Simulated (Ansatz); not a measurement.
Starting cell, Si (diamond):

```
CELL_PARAMETERS angstrom
      0.00000     5.46988     5.46988
      2.73494     0.00000     2.73494
      2.73494     2.73494     0.00000
ATOMIC_POSITIONS crystal
  Si 0.25000 0.50000 0.50000
  Si 0.75000 0.50000 0.50000
  Si 0.37500 0.75000 0.75000
  Si 0.87500 0.75000 0.75000
```

A phonon eigenvector at L = (0.5, 0.0, 0.0) is frozen into this cell: atom i moves by Q times the vector below, so Q is the largest atomic displacement, in Å. The cell is held. (q is in reciprocal vectors of the primitive cell; the cell shown is doubled to hold the pattern.)

```
atom       x       y       z
----  ------  ------  ------
Si1   -0.577   0.577   0.577
Si2    0.577  -0.577  -0.577
Si3   -0.577   0.577   0.577
Si4    0.577  -0.577  -0.577
```

Computed with PBE (plane waves to 420 eV, PAW, scalar-relativistic; Ansatz, an electronic-structure program). k mesh 5×10×10 (Γ-centred), Fermi-Dirac smearing 0.05 eV. Energies are smeared free energies. Si was relaxed with its symmetry unable to fall. The PAW data are Ansatz's earlier set. ΔE is measured from the undisplaced structure.

```
Q (Å)    ΔE (meV/cell)
-------  -------------
-0.1000            344
-0.0833            236
-0.0667       withheld
-0.0500             83
-0.0333             37
-0.0167              9
0.0000               0
0.0167               9
0.0333              37
0.0500              83
0.0667        withheld
0.0833             236
0.1000             344
```

Task: Fit an even polynomial form (powers 2, 4) to the given rows and predict ΔE at Q = 0.0667.

Result: Least squares on the 11 given rows: ΔE = (32990)·Q² + (141600)·Q⁴, in meV/cell with Q in Å; root-mean-square residual 0.2 meV/cell. At 0.0667 the fit gives 150 meV/cell; the calculation gives 149 meV/cell, so the interpolation is off by 1 (+0.7 %). The quadratic term alone would give 147 meV/cell.

(A displaced cell: forces are minus the slopes of the energy, force constants its curvatures, and phonons follow from these.)
